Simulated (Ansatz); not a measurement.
MoS₂:
```cif
data_MoS2
_chemical_formula_sum 'Mo1 S2'
_space_group_name_H-M_alt 'P 1'
_space_group_IT_number 1
_cell_length_a 6.25735
_cell_length_b 6.25735
_cell_length_c 6.25735
_cell_angle_alpha 28.933
_cell_angle_beta 28.933
_cell_angle_gamma 28.933
loop_
_space_group_symop_operation_xyz
  'x, y, z'
loop_
_atom_site_label
_atom_site_type_symbol
_atom_site_fract_x
_atom_site_fract_y
_atom_site_fract_z
_atom_site_occupancy
Mo1 Mo 0.00002 0.00002 0.00002 1
S1 S 0.75298 0.75298 0.75298 1
S2 S 0.58030 0.58030 0.58030 1
```

Relaxed with LDA.

Problem. Decompose the optical modes at the zone centre into irreducible representations, and say which are infrared and Raman allowed.

Solution. Point group 3m: Γ_opt = 2A1 + 2E. Infrared: A1, E. Raman: A1, E.

Problem. Assign frequencies (DFPT, LDA in the plane-wave PAW code Ansatz; without the LO–TO term).

Solution. E 292, E 389, A1 414, A1 470 cm⁻¹.

Space group R3m. The cell was relaxed with LDA under the symmetry of its start; of distortions, only those at the zone centre were tested. No spin polarisation was allowed. A crystal of weakly bound layers computed without a dispersion correction: the cell and the soft elastic constants depend strongly on that.

Potentials: the later of the program's two PAW sets.
